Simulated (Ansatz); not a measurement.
Sc2AlC:
```xyz
8
Lattice="3.2885 0.0000 0.0000 -1.6443 2.8480 0.0000 0.0000 0.0000 15.0503" Properties=species:S:1:pos:R:3 pbc="T T T"
Sc     1.6443     0.9493    13.8113
Sc     0.0000     1.8986     1.2389
Sc     0.0000     1.8986     6.2862
Sc     1.6443     0.9493     8.7641
Al     0.0000     1.8986    11.2877
Al     1.6443     0.9493     3.7626
C      0.0000     0.0000     0.0000
C      0.0000     0.0000     7.5251
```

Relaxed with r²SCAN. Special points in fractions of this cell's reciprocal vectors: Γ (0.000, 0.000, 0.000); M (0.500, 0.000, 0.000); K (0.333, 0.333, 0.000); A (0.000, 0.000, 0.500); L (0.500, 0.000, 0.500); H (0.333, 0.333, 0.500).

Task: List the band energies nearest the Fermi level at these points for DFT-r²SCAN in the program Ansatz with PAW potentials.

Result: In eV from the Fermi level; about four levels below and three above (degenerate sets whole), none deeper than 8.9 eV; points with the same levels are listed once.

```
k                          below                          above
-  -----------------------------  -----------------------------
Γ  -1.01 -1.01 -1.00 -1.00 -0.86            1.66 2.26 2.55 2.55
M        -1.09 -1.08 -0.21 -0.11                 0.31 0.33 2.54
K        -1.12 -0.73 -0.73 -0.53                 0.06 0.06 1.16
A        -1.01 -1.01 -1.01 -1.01  2.00 2.00 2.56 2.56 2.56 2.56
L        -1.09 -1.09 -0.16 -0.16            0.33 0.33 2.80 2.80
H        -0.81 -0.81 -0.74 -0.74            0.07 0.07 1.59 1.59
```

Space group P6_3/mmc. The first step of the workflow began from a Materials Project structure, measured or hypothetical; the Crystallography Open Database copy checked does not list it. Whether it is the stable phase at ambient conditions was not checked. The r²SCAN relaxation kept the symmetry of its start; of distortions, only those at the zone centre were tested. The run is not spin-polarised.

Potentials: the later of the program's two PAW sets.
